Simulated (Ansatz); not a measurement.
Relaxation path: MgZn2 (C15 type)

DFT, LDA, PAW with Ansatz's default frozen-core files, scalar-relativistic (Ansatz 0.2.0); a Γ-centred 8×8×8 k mesh, Fermi–Dirac smearing of 0.05 eV, no spin polarisation. The run relaxes cell and atoms at a target pressure of 0 GPa.

Command: `ansatz run input.yaml --threads 2 --pin off --max-ram 5120MiB --backend cpu --events-out ev --progress --plain --runs-dir out` It took 14 s on 2 threads of Intel(R) Xeon(R) Platinum 8488C (Sapphire Rapids), on a shared host, peak memory 0.48 GiB.

PAW: frozen-core files, cutoff 420 eV; forces are relaxed below 0.005 eV/Å.

Each step lists its free energy a cell above the last geometry, the pressure, the cell vectors (Å), and Cartesian positions (Å) with forces (eV/Å).

The first step:

```
step 1  dF = 148.66 meV  P = -5.58 GPa
  cell 0.0000 3.6721 3.6721  3.6721 0.0000 3.6721  3.6721 3.6721 0.0000
  Mg 0.9180 0.9180 0.9180   0.0000 0.0000 0.0000
  Mg -0.9180 -0.9180 -0.9180   0.0000 0.0000 0.0000
  Zn 3.6721 3.6721 3.6721   0.0000 0.0000 0.0000
  Zn 1.8361 1.8361 3.6721   0.0000 0.0000 0.0000
  Zn 1.8361 3.6721 1.8361   0.0000 0.0000 0.0000
  Zn 3.6721 1.8361 1.8361   0.0000 0.0000 0.0000
```

The PAW files were made under PBE.

The symmetry of the start is kept and no stability test is made, so the end need not be the stable phase.

Q: Where does the relaxation end, and by which steps?

A: After 4 geometries, with conventional a, b, c = 7.146, 7.146, 7.146 Å, at 15.207 Å³/atom (-7.87 % against the start) in space group Fd-3m, with a shortest distance of 2.527 Å. The further steps:
```
step 2  dF = 8.18 meV  P = -1.46 GPa
  cell 0.0000 3.5950 3.5950  3.5950 0.0000 3.5950  3.5950 3.5950 0.0000
  Mg 0.8988 0.8988 0.8988   0.0000 0.0000 0.0000
  Mg -0.8988 -0.8988 -0.8988   0.0000 0.0000 0.0000
  Zn 3.5950 3.5950 3.5950   0.0000 0.0000 0.0000
  Zn 1.7975 1.7975 3.5950   0.0000 0.0000 0.0000
  Zn 1.7975 3.5950 1.7975   0.0000 0.0000 0.0000
  Zn 3.5950 1.7975 1.7975   0.0000 0.0000 0.0000
step 3  dF = 0.18 meV  P = 0.26 GPa
  cell 0.0000 3.5692 3.5692  3.5692 0.0000 3.5692  3.5692 3.5692 0.0000
  Mg 0.8923 0.8923 0.8923   0.0000 0.0000 0.0000
  Mg -0.8923 -0.8923 -0.8923   0.0000 0.0000 0.0000
  Zn 3.5692 3.5692 3.5692   0.0000 0.0000 0.0000
  Zn 1.7846 1.7846 3.5692   0.0000 0.0000 0.0000
  Zn 1.7846 3.5692 1.7846   0.0000 0.0000 0.0000
  Zn 3.5692 1.7846 1.7846   0.0000 0.0000 0.0000
step 4  dF = 0.00 meV  P = -0.01 GPa
  cell 0.0000 3.5731 3.5731  3.5731 0.0000 3.5731  3.5731 3.5731 0.0000
  Mg 0.8933 0.8933 0.8933   0.0000 0.0000 0.0000
  Mg -0.8933 -0.8933 -0.8933   0.0000 0.0000 0.0000
  Zn 3.5731 3.5731 3.5731   0.0000 0.0000 0.0000
  Zn 1.7866 1.7866 3.5731   0.0000 0.0000 0.0000
  Zn 1.7866 3.5731 1.7866   0.0000 0.0000 0.0000
  Zn 3.5731 1.7866 1.7866   0.0000 0.0000 0.0000
step 5  dF = 1.45 meV  P = -0.01 GPa  (same geometry on a basis chosen anew; earlier energies don't compare to the last digit)
  cell 0.0000 3.5731 3.5731  3.5731 0.0000 3.5731  3.5731 3.5731 0.0000
  Mg 0.8933 0.8933 0.8933   0.0000 0.0000 0.0000
  Mg -0.8933 -0.8933 -0.8933   0.0000 0.0000 0.0000
  Zn 3.5731 3.5731 3.5731   0.0000 0.0000 0.0000
  Zn 1.7866 1.7866 3.5731   0.0000 0.0000 0.0000
  Zn 1.7866 3.5731 1.7866   0.0000 0.0000 0.0000
  Zn 3.5731 1.7866 1.7866   0.0000 0.0000 0.0000
```
